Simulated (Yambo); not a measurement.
A G0W0@PBEsol run in Yambo for TlBr (rock salt, space group Fm-3m, No. 225) (4×4×4 Γ-centred k mesh, 264 bands and a 8 Ry block in the screening, 264 bands in G with the Bruneval-Gonze terminator, plasmon pole fitted at 27.2 eV) gives these matrix elements, in eV, at the band edges (L → L):

| state | E0 | <Vxc> | <Σx> | <Σc(E0)> | Z |
|---|---|---|---|---|---|
| valence edge | 0.000 | -13.242 | -15.613 | 1.010 | 0.803 |
| conduction edge | 1.812 | -8.355 | -5.425 | -2.710 | 0.830 |

**Question.** Solve the linearised quasiparticle equation for both states, give the gap, and say how exchange and correlation each act on it.

**Answer.** E = E0 + Z(Σx + Σc − Vxc). Valence: 0.000 + 0.803 × (-15.613 + (1.010) − (-13.242)) = -1.09 eV. Conduction: 1.812 + 0.830 × (-5.425 + (-2.710) − (-8.355)) = 1.99 eV. The gap is 3.09 eV, against 1.81 eV in PBEsol. Replacing Vxc by bare exchange alone would open it by 5.30 eV; correlation takes back 3.72 eV of that, and Z scales what is left. Nearest settings tried, and what they do to the gap: 92 bands in G: -20 meV; 116 bands in W: -73 meV; 7 Ry block (181 vectors against 229): -28 meV. Not varied: mesh. So the settings aren't converged at that level. 

The standard potential for Tl keeps a d shell in the valence without the s and p states of that shell. In tests on such compounds this moved G0W0 gaps by up to about 0.9 eV, so absolute quasiparticle energies here are unreliable; differences between settings are what counts.

Spin-orbit coupling is included.

Geometry of the Materials Project entry, not relaxed at this level; primitive cell a = b = c = 4.7264 Å, α = β = γ = 60.00°.

This is not the ordinary phase of the substance; no match was found in the copy of COD used, and its stability was not checked.
